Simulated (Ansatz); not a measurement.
## Guessed and relaxed cells of GeP5

The cell of GeP5 is invented: random cell by space group and Wyckoff sites (P4/mmm, No. 123). The dimensions are guesses.

start.xyz

```xyz
6
Lattice="5.5318 0.0000 0.0000 0.0000 5.5318 0.0000 0.0000 0.0000 3.8848" Properties=species:S:1:pos:R:3 pbc="T T T"
Ge    0.0000    0.0000    0.0000
P     0.0000    0.0000    1.9424
P     1.8969    0.0000    1.9424
P     3.6349    0.0000    1.9424
P     0.0000    1.8969    1.9424
P     0.0000    3.6349    1.9424
```

All numbers below come from DFT PBE, scalar-relativistic, plane waves, PAW in Ansatz. Cutoff 420 eV, Gaussian smearing, Γ-centred meshes. Cell and atoms relax first on a coarse mesh and then on a finer one. In between, the cell is made exact in the group found at 0.06 Å. In metals the finer mesh still leaves noise of several meV/atom or more. The steps can't lower the symmetry of their start. No spin polarisation.

end.xyz

```xyz
6
Lattice="6.6812 0.0000 0.0000 0.0000 6.6812 0.0000 0.0000 0.0000 4.9413" Properties=species:S:1:pos:R:3 pbc="T T T"
Ge    0.0000    0.0000    0.0000
P     0.0000    0.0000    2.4706
P     2.3265    0.0000    2.4706
P     4.3547    0.0000    2.4706
P     0.0000    2.3265    2.4706
P     0.0000    4.3547    2.4706
```

The symmetry stays P4/mmm (No. 123). The volume per atom grows by 85.5 %, from 19.8 to 36.8 Å³. The shortest distance goes from 1.74 Å (P–P) to 2.03 Å (P–P). The energy falls by about 1.8 eV/atom (the start's value is from the coarse mesh).

| Property | Result |
| --- | --- |
| Volume per atom | 36.76 Å³ |
| Density | 1.71 g/cm³ |
| Formation energy | +0.98 eV/atom |
| Gap on the 6×6×8 mesh of the 6-atom cell | 0 eV (a metal) |

The zero of energy is the elements' standard structures at the same level; no fitted shifts are applied. The references include black phosphorus. It can't be a ground state, since the elements alone are lower.

The last run used Gaussian smearing of 0.10 eV. An odd number of electrons in the primitive cell allows no gap without spin; a larger cell or a magnetic state could open one. The cell is a metal run without spin; a magnetic state may lie lower. The reference form of P is held partly by dispersion forces, which this level lacks. Symmetry constrained the relaxation, so the result can be a saddle point. In all, the 3 runs took 7.9 min on 1 thread of Intel(R) Xeon(R) Processor @ 2.50GHz (Skylake/Cascade Lake) (shared host). Another cell of GeP5 relaxed alike, in P6/mmm, lies 0.55 eV/atom lower, so this cell isn't the stable form at this level.
